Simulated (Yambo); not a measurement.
```xyz
3
Lattice="3.5401 0.0000 0.0000 -1.7701 3.0659 0.0000 0.0000 0.0000 15.5000" Properties=species:S:1:pos:R:3 pbc="T T T"
S      1.7701     1.0220    -1.2418
S      0.0000     2.0439     1.2418
Pt     0.0000     0.0000     0.0000
```

The layer was cut from Materials Project entry mp-762 and relaxed with PBE+D3(BJ) in a cell 15.5 Å high, with the Coulomb interaction truncated along z.

Where are the main features of Im α from RPA with local fields on PBE bands (Yambo; 24×24×1 mesh, 44 bands, 2 Ry local-field block, 0.2 eV broadening; field along x)?

Peaks at 2.2 eV (9.5), 6.9 eV (3.6), 12.6 eV (1.5), heights in brackets (Å). α is the in-plane polarisability per area of the layer, a length; absorbance is 4πω Im α/c. Structure narrower than a few tenths of an eV can come from the finite k mesh. Convergence of the RPA response with its 24×24×1 mesh was not tested. No excitonic effects at this level. Without spin-orbit coupling, band edges of such heavy elements can be off by tenths of an eV.
